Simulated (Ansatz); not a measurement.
## FePt: pressure against volume

FePt, P4/mmm, a = 2.687 Å, c = 3.717 Å. The structure is a COD entry; whether it is the stable form wasn't checked. Ansatz: PBEsol, PAW, 420 eV, Γ-centred 16×16×12 mesh on 2 atoms, Gaussian smearing 0.10 eV; collinear spin, largest moment 2.9 μB. Shape and atoms are relaxed at each volume; pressure is positive in compression.

| V (Å³/atom) | P (GPa) |
| --- | --- |
| 12.613 | ? |
| 13.015 | 7.53 |
| 13.418 | 0.00 |
| 13.820 | -6.31 |
| 14.223 | -11.64 |

Take V0 = 13.418 Å³/atom, fit the third-order Birch–Murnaghan form to the other rows, and predict the missing pressure.

With the Eulerian strain f = ½[(V0/V)^(2/3) − 1] and y = P/[3f(1 + 2f)^(5/2)], the form is the line y = B0 + 1.5 B0 (B0′ − 4) f. Rows (f, y): 0.01027, 232.3; -0.00974, 226.8; -0.01905, 224.4. Means f = -0.006173, y = 227.83; Σ(Δf)² = 0.0004489, ΣΔfΔy = 0.1213; the slope is their ratio. y = 229.5 + 270.3 f GPa, so B0 = 229.5 GPa and B0′ = 4 + 2 × (270.3)/(3 × 229.5) = 4.79. At V = 12.613, f = 0.02105, y = 235.19 and P = 16.47 GPa. The run gave 16.68 GPa, so the fit is 0.21 GPa too low, 0.74 % of the span of the series, against an rms of 0.003 GPa on the fitted rows. The row lies outside the fitted range. The records show no cause, and too few rows are left to test a further term.

Only parallel moments were tried here. Spin–orbit coupling is left out, which can shift energies with elements as heavy as these.